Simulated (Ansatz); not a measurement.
**Spin spirals in HfCo (Pm-3m)**

The geometry is a structure as deposited in COD, held fixed and not relaxed.

Functional, mesh and filling: LDA, 10×10×10 k mesh, Fermi–Dirac smearing of 0.05 eV. PAW means Ansatz 0.2.0 on its default frozen-core files. Site moments are integrated in spheres about the atoms.

Input of the first run:

```yaml
crystal:
  lattice:
    - [3.164, 0.0, 0.0]
    - [0.0, 3.164, 0.0]
    - [0.0, 0.0, 3.164]
  atoms:
    - { symbol: Hf, position: [0.5, 0.5, 0.5] }
    - { symbol: Co, position: [0.0, 0.0, 0.0], spin: 0.5, spin_axis: [1.0, 0.0, 0.0] }
magnetization:
  noncollinear: true
  spin_spiral: { q: [0.0, 0.0, 0.0] }
kpoints:
  mp_grid: { grid: [10, 10, 10] }
scf:
  occupations: { method: fermi_dirac, width: 0.05 }
  lower_state_search: "off"
hamiltonian:
  xc: lda
  pseudopotentials: { kind: paw }
output:
  eigenvalues: false
```

Command: `ansatz run input.yaml --threads 2 --pin off --max-ram 5120MiB --backend cpu --events-out ev --progress --plain --runs-dir out`

The input for «spiral at 1 of the way from Γ to R» by PAW differs from it in these lines, output keys apart:

```diff
-  spin_spiral: { q: [0.0, 0.0, 0.0] }
+  spin_spiral: { q: [0.5, 0.5, 0.5] }
-  mp_grid: { grid: [10, 10, 10] }
+  mp_grid: { grid: [10, 10, 10], shift: [0.5, 0.5, 0.5] }
```

Flat spirals without spin–orbit coupling: moments start in the xy plane and turn about z by q·R from cell to cell, and their directions inside a cell are free. q runs from Γ to R = (0.500, 0.500, 0.500) in reciprocal cell vectors. Energies count from each method's run at q = 0. Each q is a vector of the k mesh, and the mesh is shifted by q/2 where needed, so that both spin components are sampled on the same points as at q = 0.

Problem. Where along the line is the energy lowest?

Solution. q = 0 is the lowest point, but the next lies within 2.0 meV per cell, which this mesh may not resolve.
```tsv
fraction of Γ–R	|q| (1/Å)	ΔF PAW (meV/cell)	largest moment, PAW (μB)
0.000	0.000	0.0	0.47
0.200	0.344	+2.1	0.32
0.400	0.688	+2.0	0.28
0.600	1.032	+2.3	0.00
0.800	1.376	+2.3	0.00
1.000	1.720	+2.3	0.00
```

Problem. A further pair of PAW runs: spiral at 0.4 of the way from Γ to R, mesh halved and not shifted, against the same at q = 0. What is the energy difference?

Solution. -62.2 meV/cell, with a largest moment of 0.00 μB. The halved mesh isn't converged.

The PAW files were made with PBE; the program remakes their cores once for the run's functional and then keeps them frozen. The Ansatz runs typed with the search for lower states off end where their start leads. Spin–orbit coupling is left out although heavy atoms are present. The magnetic state is the one that this cell and start allow. It needn't be the compound's measured order, which may need a larger cell or be absent.
